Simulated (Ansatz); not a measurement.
B₂CO:
```
CELL_PARAMETERS angstrom
      2.64821     0.00000     0.00000
      0.00000     2.64821     0.00000
      0.00000     0.00000     3.66091
ATOMIC_POSITIONS crystal
  B  0.00000 0.50000 0.22794
  B  0.50000 0.00000 0.77206
  C  0.00000 0.00000 0.00000
  O  0.50000 0.50000 0.50000
```

Relaxed with r²SCAN.

Q: Give the Bader charges and basin volumes of the independent atoms, r²SCAN (plane waves, PAW; program Ansatz).

A: 

| atom | Bader charge (e) | Bader volume (Å³) |
|---|---|---|
| B1 | +2.11 | 1.9 |
| C3 | -2.65 | 12.1 |
| O4 | -1.56 | 9.7 |

Space group P-4m2. The start of the workflow was typed in or built on a structure type; neither database checked (COD, Materials Project) lists it. Whether it is the stable phase at ambient conditions was not checked. The r²SCAN relaxation kept the symmetry of its start; its stability against distortions is not shown here.

Potentials: the earlier of the program's two PAW sets. The files were generated under PBE; for other functionals the program regenerates the frozen cores, and for LDA and PBEsol the local potential too.
